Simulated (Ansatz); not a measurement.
**Two states of La₂NiO₄**

```
La Ni O
1.0
    -1.94287    1.94287    6.35745
     1.94287   -1.94287    6.35745
     1.94287    1.94287   -6.35745
La Ni O
2 1 4
Direct
  0.36250 0.36250 0.00000
  0.63750 0.63750 0.00000
  0.00000 0.00000 0.00000
  0.50000 0.00000 0.50000
  0.00000 0.50000 0.50000
  0.17970 0.17970 0.00000
  0.82030 0.82030 0.00000
```

Method: r2SCAN; PAW, plane waves to 500 eV, 7×7×7 Γ-centred mesh, gaussian occupations (width 0.2818 eV) (Ansatz 0.2.0), atoms fixed.

State A: Ni3 up (collinear spin). State B: no moments (no spin polarisation).

**Question.** Compare the two self-consistent states.

**Answer.** State A is lower by 92.3 meV an atom at zero smearing; in free energy at this smearing B lies +87.1 meV an atom from A.

| state | free energy (meV/atom) | largest moment in a small sphere (μB) | net moment (μB/cell) | gap on mesh (eV) | pressure (GPa) | largest force (eV/Å) |
| --- | --- | --- | --- | --- | --- | --- |
| A | 0.0 | 1.58 | 1.95 | metal | -2.7 | 0.33 |
| B | 87.1 | 0.00 | 0.00 | metal | -5.5 | 0.22 |

Origin: a database entry at a rescaled volume. Caveats: semilocal functionals often miss the gap of such magnets; the k mesh is coarse if the cell is a metal; wide smearing.
